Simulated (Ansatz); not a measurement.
Calculated Bi-209 NMR of the central transition for Bi2S3

Cell: a COD entry (listed for 8.3 GPa) whose atoms were relaxed with PBE, the cell held.

```cif
data_Bi2S3
_symmetry_space_group_name_H-M 'Pnma'
_symmetry_Int_Tables_number 62
_cell_length_a 10.6590
_cell_length_b 3.8525
_cell_length_c 10.5100
_cell_angle_alpha 90.000
_cell_angle_beta 90.000
_cell_angle_gamma 90.000
loop_
_atom_site_label
_atom_site_type_symbol
_atom_site_symmetry_multiplicity
_atom_site_Wyckoff_symbol
_atom_site_fract_x
_atom_site_fract_y
_atom_site_fract_z
Bi1 Bi 4 c 0.9915 0.2500 0.6776
Bi5 Bi 4 c 0.3214 0.2500 0.4724
S9 S 4 c 0.0516 0.2500 0.1285
S13 S 4 c 0.3748 0.2500 0.0594
S17 S 4 c 0.2233 0.2500 0.7960
```

One atom of each set is listed.

Computed with Ansatz: DFT, PBE, plane waves and PAW, scalar-relativistic, 420 eV cutoff, Γ-centred 3×7×3 k-points, Fermi–Dirac smearing 0.02 eV.

Bi-209 has I = 9/2 and Q = -516.0 mb (Pyykkö 2018); at 35.2 T its Larmor frequency is ν₀ = 245.1 MHz (from the bare nuclear moment; shielding lowers the observed one by a per cent or two). Only the quadrupole interaction is simulated: positions count from each site's isotropic chemical shift, and shift anisotropy, dipolar and J coupling are left out.

Question: Give C_Q, η, the quadrupolar product P_Q = |C_Q|(1 + η²/3)^½, the second-order isotropic shift and the breadth of the pattern (static powder) for each Bi site.

Answer: 

```csv
site,first shell,C_Q (MHz),η,P_Q (MHz),δ_QIS (ppm),breadth (kHz)
Bi1,7 S at 2.70–2.87 Å,48.2,0.08,48.2,-53.8,73.6
Bi5,7 S at 2.67–2.99 Å,111,0.28,113,-294,456
```

δ_QIS = −(ν_Q²/30ν₀²)[I(I+1) − 3/4](1 + η²/3) × 10⁶ ppm with ν_Q = 3|C_Q|/[2I(2I−1)]; it falls as 1/B₀² in ppm, and the breadth as 1/B₀ in kHz.

At this cell the PBE pressure is 11 GPa, so with PBE the cell would grow if it were relaxed. Spin–orbit coupling is left out, which shifts gradients on Bi by a few per cent in wide-gap crystals, and can shift them far more where the calculated gap is small or absent, as here. Newer work puts Q(²⁰⁹Bi) near −420 mb, which would lower these couplings by about a fifth.

The relaxation (5 steps) took 3.5 min of wall time (6.8 min of CPU time) and 1.3 GiB at its peak, on 2 threads of Arm Neoverse N1 (aarch64; 40 cores open to the job, memory cap 5.0 GiB, no GPU), a shared host with a load of 0.6 a core.
